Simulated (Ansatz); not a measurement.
An Ansatz (a program for electronic structure) input:

Ansatz 0.2 input:
```yaml
crystal:
  lattice:
    - [3.4340436921, 0.0, 0.0]
    - [-1.7170218461, 2.9739690751, 0.0]
    - [0.0, 0.0, 5.6612098856]
  atoms:
    - { symbol: Be, position: [0.3333333333, 0.6666666667, 0.9994728912] }
    - { symbol: S, position: [0.6666666667, 0.3333333333, 0.1255271088] }
    - { symbol: Be, position: [0.6666666667, 0.3333333333, 0.4994728912] }
    - { symbol: S, position: [0.3333333333, 0.6666666667, 0.6255271088] }
kpoints:
  mp_grid: { grid: [7, 7, 4] }
hamiltonian:
  xc: hse06
  pseudopotentials: { kind: paw }
scf:
  n_extra_bands: 6
  occupations: { method: fixed }
output:
  eigenvalues: true
  eigenstates:
    e_range: [-9.0, 14.1]
    kpoints:
      - [0.0, 0.0, 0.0]  # VBM
      - [0.333333, 0.333333, 0.0]  # CBM
      - [0.0, 0.0, 0.0]  # GAMMA
      - [0.0, 0.0, 0.5]  # A
      - [0.3333333333, 0.3333333333, 0.0]  # K
      - [0.3333333333, 0.3333333333, 0.5]  # H
      - [0.5, 0.0, 0.0]  # M
      - [0.5, 0.0, 0.5]  # L
```

Q: How many symmetry operations and irreducible k-points will the run report?

A: 12 operations, 24 of 196 k-points.

Q: With a cutoff of 420 eV, how many plane waves at Γ?

A: 1123.

It took around 60 core-seconds (rough) on shared server cores.

The points marked VBM and CBM come from a semilocal run.

Space group P6_3mc (wurtzite). The start of the workflow was typed in or built on a structure type; neither database checked (COD, Materials Project) lists it. COD files the formula under space group No. 216, so this cell is another polymorph or a model. Its standing as an ambient phase is unchecked. The r²SCAN relaxation kept the symmetry of its start; whether a distortion lowers the energy is not shown.

Potentials: the later of the program's two PAW sets.

Ansatz is a plane-wave DFT program.
